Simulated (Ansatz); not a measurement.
**Bi2S3 — electric field gradients**

The cell is a COD entry, ions relaxed with PBE at fixed cell.

```cif
data_Bi2S3
_symmetry_space_group_name_H-M 'Pnma'
_symmetry_Int_Tables_number 62
_cell_length_a 11.3190
_cell_length_b 3.9920
_cell_length_c 11.1700
_cell_angle_alpha 90.000
_cell_angle_beta 90.000
_cell_angle_gamma 90.000
loop_
_atom_site_label
_atom_site_type_symbol
_atom_site_symmetry_multiplicity
_atom_site_Wyckoff_symbol
_atom_site_fract_x
_atom_site_fract_y
_atom_site_fract_z
Bi1 Bi 4 c 0.3383 0.2500 0.4682
Bi5 Bi 4 c 0.4870 0.7500 0.1751
S9 S 4 c 0.2841 0.7500 0.3075
S13 S 4 c 0.3779 0.2500 0.0564
S17 S 4 c 0.5499 0.2500 0.3708
```

One atom of each set is listed.

Method: Kohn–Sham DFT in Ansatz, r2SCAN, plane waves and PAW, scalar-relativistic, 500 eV cutoff, Γ-centred 3×7×3 k-points, Fermi–Dirac smearing 0.02 eV.

C_Q = eQV_zz/h, which is 24.18 MHz for Q = 1 b and V_zz = 10²¹ V/m²; η = (V_xx − V_yy)/V_zz.

Bi-209: I = 9/2, Q = -516.0 mb; 33S: I = 3/2, Q = -69.40 mb. Quadrupole moments are those of Pyykkö's year-2017 table.

(1) Give the quadrupolar parameters of the distinct sites.

Results:

(1) 

| site | atoms | first shell | V_zz (10²¹ V/m²) | η | C_Q (MHz) |
| --- | --- | --- | --- | --- | --- |
| Bi1 | 4 | 7 S at 2.63–3.31 Å | -21.9 | 0.08 | 273 |
| Bi5 | 4 | 7 S at 2.70–3.37 Å | 8.77 | 0.98 | -109 |
| S9 | 4 | 3 Bi at 2.73–2.75 Å | -2.75 | 0.20 | 4.61 |
| S13 | 4 | 5 Bi at 2.70–3.31 Å | -8.93 | 0.18 | 15.0 |
| S17 | 4 | 5 Bi at 2.63–3.04 Å | 4.51 | 0.84 | -7.56 |

At S9 V_zz stands upright on the plane through its three neighbours (within 2°).

Spin–orbit coupling is left out, which shifts gradients on Bi by a few per cent, and by more where contributions nearly cancel. Where η is near 1 the sign of V_zz means little.

The run took 2.1 min of wall time (4 min of CPU time) and 2.4 GiB at its peak, on 2 threads of Intel Xeon Processor @ 2.50GHz (Skylake/Cascade Lake) (x86_64; 62 cores open to the job, memory cap 5.0 GiB, no GPU), a shared host with a load of 0.7 a core.
